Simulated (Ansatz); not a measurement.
**Run record: phonons of GaSb (F-43m)**

Level of theory: r²SCAN, PAW on Ansatz 0.2.0's default frozen-core files (fitted under PBE), scalar-relativistic.

The cell comes from a PAW relaxation under the same functional.

Launched as:

```sh
ansatz run input.yaml --threads 2 --pin off --max-ram 5120MiB --backend cpu --events-out ev --progress --plain --runs-dir out
```

Input file:

```yaml
crystal:
  lattice:
    - [0.0, 3.06639182217, 3.06639182217]
    - [3.06639182217, 0.0, 3.06639182217]
    - [3.06639182217, 3.06639182217, 0.0]
  atoms:
    - { symbol: Ga, position: [0.0, 0.0, 0.0] }
    - { symbol: Sb, position: [0.75, 0.75, 0.75] }
kpoints:
  mp_grid: { grid: [6, 6, 6] }
scf:
  occupations: { method: fixed }
hamiltonian:
  xc: r2scan
  pseudopotentials: { kind: paw }
phonons:
  method: dfpt
  dielectric: true
  rigid_motions: translations
```

Output:

```
Warning: RAYON_NUM_THREADS=2 ignored (pool sized by the plan → 2); use --threads N
Engine: ansatz 0.2.0, aarch64-unknown-linux-gnu
Pseudopotentials: kind: paw
Pseudopotential: Ga, paw, valence charge 13, recommended cutoff 500 eV (meta_gga), Ga.paw.azcp
Pseudopotential: Sb, paw, valence charge 15, recommended cutoff 500 eV (meta_gga), Sb.paw.azcp
Functional definition: r2SCAN
  parameter k0 = 0.174
  parameter k1 = 0.065
  parameter a1 = 4.9479
  exchange = r2scan_x(k0 = k0, k1 = k1, a1 = a1)
  correlation = r2scan_c
Crystal: 2 atoms, lattice volume = 57.665 Å³
Basis set: ecut = 500 eV, 1459 PW (Γ), exchange–correlation on 160×160×160 points (125 copies of the dense FFT grid, shifted against one another)
Bands: 18, of which v1, the nominal top of the filled ones, is band 14 counted from 1 (13 counted from 0)
Symmetry: 24 space group operations
k-points: 46 of 216 (irreducible under 4 space group operations, time reversal used)
Non-local potential: Ga, projectors of the file, l = 0: 2, l = 1: 2, l = 2: 3, l = 3: 1
Non-local potential: Sb, projectors of the file, l = 0: 2, l = 1: 2, l = 2: 2, l = 3: 2
[... 65 lines left out ...]
       -0.000000    15.655733     0.000000
       -0.000000     0.000000    15.655733
  ε⁰ (static dielectric tensor: ions relaxed, cell fixed):
       16.811245    -0.000000    -0.000000
       -0.000000    16.811245     0.000000
       -0.000000     0.000000    16.811245
  ε⁰ − ε∞ (ionic part):
        1.155512     0.000000    -0.000000
        0.000000     1.155512    -0.000000
       -0.000000    -0.000000     1.155512
  softest optical mode at Γ: 223.79 cm⁻¹; the repairs (sum rule, projections) moved no ω² at Γ by more than (1.47 cm⁻¹)²
  Born effective charges Z* (e; rows j = field, columns β = displacement):
    site 0:
         1.73397    0.00000    0.00000
         0.00000    1.73397    0.00000
        -0.00000   -0.00000    1.73397
    site 1:
        -1.73397   -0.00000   -0.00000
        -0.00000   -1.73397   -0.00000
         0.00000    0.00000   -1.73397
  Z* charge neutrality: 1.118e-3 e pre-enforcement
  solved inside a basis spanned on kpoints, on 8×8×8 k-points transformed towards the longest dipole: ε∞ is read to err by 4.6e-2, Z* by 1.6e-2 e (field_mesh: kpoints solves on kpoints); Z* is corrected for what the basis lacks
  optical modes at Γ without the LO–TO term, one row a degenerate level:
      ω (cm⁻¹)  modes    IR ((D/Å)²/amu)
        223.79      3             4.6937
  optical modes at Γ + LO–TO along q̂ = [1.0000, 0.0000, 0.0000]:
      ω (cm⁻¹)  modes    IR ((D/Å)²/amu)
        223.79      2             3.1291
        231.90      1             1.5646
  optical modes at Γ + LO–TO along q̂ = [0.0000, 1.0000, 0.0000]:
      ω (cm⁻¹)  modes    IR ((D/Å)²/amu)
        223.79      2             3.1291
        231.90      1             1.5646
  optical modes at Γ + LO–TO along q̂ = [0.0000, 0.0000, 1.0000]:
      ω (cm⁻¹)  modes    IR ((D/Å)²/amu)
        223.79      2             3.1291
        231.90      1             1.5646
```

The calculation finished and met its thresholds.

Zone-centre phonons:

Harmonic phonons of a crystal by Kohn-Sham DFT at the given cell, standard atomic masses, acoustic sum rule imposed; negative wavenumbers are unstable modes; optical zone-centre levels upwards with Mulliken labels, activity, and the element with most of the kinetic energy.

| Quantity | Value |
| --- | --- |
| Point group | -43m |

```
number  phonon wavenumber (cm⁻¹)  label  infrared  raman  lead element
     1                     223.8     T2       yes    yes            Ga
```

**Field response**

Linear response of an insulating crystal by Kohn-Sham DFT to a field and to zone-centre displacements, local fields included; Born charges neutralised; LO modes for wave vectors along x and z; Cartesian axes as in the input.

```json
{
  "Dielectric electronic (x, y, z)": "15.66, 15.66, 15.66",
  "Dielectric static (x, y, z)": "16.81, 16.81, 16.81",
  "Highest phonon with field along x": "231.9 cm⁻¹",
  "Highest phonon with field along z": "231.9 cm⁻¹",
  "Highest phonon without field": "223.8 cm⁻¹"
}
```

```
atom  born charge xx (e)  born charge yy (e)  born charge zz (e)
 Ga1               1.734               1.734               1.734
 Sb2              -1.734              -1.734              -1.734
```

Caveats: frozen-core PAW files fitted under PBE, their cores solved anew for the functional of the run; zone-boundary modes aren't tested; field response not resolved by the mesh; no LO-TO term at the zone centre.

Cost: 74 s on 2 threads of Arm Neoverse V2, on a shared host, peak memory 1.4 GiB.
